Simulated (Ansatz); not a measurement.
# Mo (Im-3m): phonons

Level of theory: LDA, all-electron LAPW in Ansatz 0.2.0, scalar-relativistic.

The cell comes from a PAW relaxation under the same functional.

Launched as:

```sh
ansatz run input.yaml --threads 2 --pin off --max-ram 10240MiB --backend cpu --events-out ev --progress --plain --runs-dir out
```

input.yaml:

```yaml
crystal:
  lattice:
    - [-1.55590151673, 1.55590151673, 1.55590151673]
    - [1.55590151673, -1.55590151673, 1.55590151673]
    - [1.55590151673, 1.55590151673, -1.55590151673]
  atoms:
    - { symbol: Mo, position: [0.0, 0.0, 0.0] }
kpoints:
  mp_grid: { grid: [20, 20, 20] }
scf:
  occupations: { method: fermi_dirac, width: 0.08 }
hamiltonian:
  xc: lda
  pseudopotentials: { kind: all_electron, lapw: { basis_error: 0.001 } }
phonons:
  qmesh: [4, 4, 4]
  qpath:
    path:
      - [0.0, 0.0, 0.0]
      - [0.5, -0.5, 0.5]
      - [0.0, 0.0, 0.5]
      - [0.0, 0.0, 0.0]
      - [0.25, 0.25, 0.25]
      - [0.5, -0.5, 0.5]
      - [0.25, 0.25, 0.25]
      - [0.0, 0.0, 0.5]
    npoints: 6
  temperatures: { t_min: 0, t_max: 1000, t_step: 100 }
```

Output (shortened where marked):

```
Warning: RAYON_NUM_THREADS=2 ignored (pool sized by the plan → 2); use --threads N
LAPW: plane waves up to 8.483 Å⁻¹, error target 1.0e-3 eV per atom; small_component_spin mean_spin; Mo in spheres of 1.307 Å, 30 of its electrons in bands, Dirac shells [] (how accurate: ...
Engine: ansatz 0.2.0, x86_64-unknown-linux-gnu
Pseudopotentials: kind: all_electron
Pseudopotential: Mo, LAPW, valence charge 30, lapw/all_electron/scalar/gaussian/Mo, Koelling and Harmon's equation, gaussian nucleus
Functional definition: SPW92
  exchange = slater_x
  correlation = pw_c
Crystal: 4 atoms, lattice volume = 60.265 Å³
Basis set: ecut = 274.1422047994083 eV, 611 PW (Γ), FFT grids on a1, a2, a1+2a2+a3, exchange–correlation at level 2
Bands: 76, of which v1, the nominal top of the filled ones, is band 60 counted from 1 (59 counted from 0)
Symmetry: 16 space group operations
k-points: 561 of 2000
Non-local potential: Mo, projectors of the file, none
Initial density: superposition of atomic densities (chi_scale 0.1, normalization cell)
Initial wavefunctions: plane waves of lowest kinetic energy (no species holds an atomic orbital)
Functional: x = slater, c = lda
[... 192 lines left out ...]
  symmetry images taken by strict's conditions (phonons.symmetry_images: auto; settled by no image being taken that strict refuses)
  supercell 5 (4 cells, vectors [0, 1, -1], [-1, 1, 0], [0, 0, 4] in multiples of the cell's): 1 displaced member by 0.01 Å; free energy -440259.318875 eV; taken off its force constants: by the sum rule 1.4e-4, by the ...
  symmetry images taken by strict's conditions (phonons.symmetry_images: auto; settled by no image being taken that strict refuses)
  q = [0.0000, 0.0000, 0.0000] (star 1, supercell 1; hermiticity 0.00e0, symmetrization 4.84e-17): -0.00 -0.00 -0.00
  q = [0.0000, 0.0000, 0.2500] (star 12, supercell 2; hermiticity 1.96e-52, symmetrization 3.04e-16): 117.48 134.85 201.79
  q = [0.0000, 0.0000, -0.5000] (star 6, supercell 1; hermiticity 3.17e-16, symmetrization 1.17e-5): 160.40 198.75 273.45
  q = [0.0000, 0.2500, 0.2500] (star 24, supercell 1; hermiticity 1.45e-16, symmetrization 2.90e-16): 188.98 204.28 245.14
  q = [0.2500, 0.2500, 0.2500] (star 2, supercell 5; hermiticity 1.61e-16, symmetrization 9.66e-16): 216.84 216.84 216.84
  q = [0.2500, 0.2500, -0.2500] (star 6, supercell 4; hermiticity 1.37e-16, symmetrization 2.75e-16): 149.75 149.75 240.31
  q = [0.2500, -0.5000, -0.5000] (star 12, supercell 3; hermiticity 1.25e-16, symmetrization 7.50e-16): 177.08 213.08 241.96
  q = [-0.5000, -0.5000, -0.5000] (star 1, supercell 4; hermiticity 1.61e-16, symmetrization 1.16e-4): 175.99 175.99 175.99
  joined force constants: q→R imaginary residual 0.00e0
  density of states and harmonic sums: on the 28×28×28 q-mesh, interpolated from the force constants of a 4×4×4 supercell (no non-analytic term)
  largest difference from the sums on the solved wave vectors: F 1.04e-2 eV, S 1.44e-5 and C_V 4.03e-6 eV/K
```

The calculation finished and met its thresholds.

Phonons on the q mesh:

Harmonic phonons of a crystal by Kohn-Sham DFT at the given cell, standard atomic masses, acoustic sum rule imposed; negative wavenumbers are unstable modes; one row a degenerate set, branches counted upwards.

| Item | Value |
| --- | --- |
| Unstable phonons | no |

| point | q a (r.l.u.) | q b (r.l.u.) | q c (r.l.u.) | branch | phonon wavenumber (cm⁻¹) | degeneracy |
| --- | --- | --- | --- | --- | --- | --- |
| 0.25/0/0 | 0.25 | 0 | 0 | 1 | 117.5 | 1 |
| 0.25/0/0 | 0.25 | 0 | 0 | 2 | 134.8 | 1 |
| 0.25/0/0 | 0.25 | 0 | 0 | 3 | 201.8 | 1 |
| N | 0.5 | 0 | 0 | 1 | 160.4 | 1 |
| N | 0.5 | 0 | 0 | 2 | 198.8 | 1 |
| N | 0.5 | 0 | 0 | 3 | 273.4 | 1 |
| 0.25/0.25/0 | 0.25 | 0.25 | 0 | 1 | 189 | 1 |
| 0.25/0.25/0 | 0.25 | 0.25 | 0 | 2 | 204.3 | 1 |
| 0.25/0.25/0 | 0.25 | 0.25 | 0 | 3 | 245.1 | 1 |
| P | 0.25 | 0.25 | 0.25 | 1 | 216.8 | 3 |
| -0.25/0.25/0.25 | -0.25 | 0.25 | 0.25 | 1 | 149.8 | 2 |
| -0.25/0.25/0.25 | -0.25 | 0.25 | 0.25 | 3 | 240.3 | 1 |
| 0.5/0.5/0.25 | 0.5 | 0.5 | 0.25 | 1 | 177.1 | 1 |
| 0.5/0.5/0.25 | 0.5 | 0.5 | 0.25 | 2 | 213.1 | 1 |
| 0.5/0.5/0.25 | 0.5 | 0.5 | 0.25 | 3 | 242 | 1 |
| H | 0.5 | 0.5 | 0.5 | 1 | 176 | 3 |

Harmonic thermodynamics:

Sums over wave vectors interpolated from the q mesh.

* Zero point energy: 36.19 meV/atom

```
temperature (K)  phonon heat capacity (k_B/atom)  phonon entropy (k_B/atom)  phonon free energy (meV/atom)
            100                            1.632                     0.8387                          34.07
            200                            2.541                      2.325                          20.15
            300                            2.783                       3.41                           -4.8
            400                            2.875                      4.225                         -37.85
            500                            2.919                      4.872                         -77.15
            600                            2.943                      5.407                         -121.5
            700                            2.958                      5.862                         -170.1
            800                            2.968                      6.257                         -222.3
            900                            2.975                      6.607                         -277.8
           1000                            2.979                      6.921                         -336.1
```

Known limits: responses of metals move with mesh and smearing.

Cost: 49 min on 2 threads of Intel(R) Xeon(R) 6975P-C (Granite Rapids), on a shared host, peak memory 8 GiB.
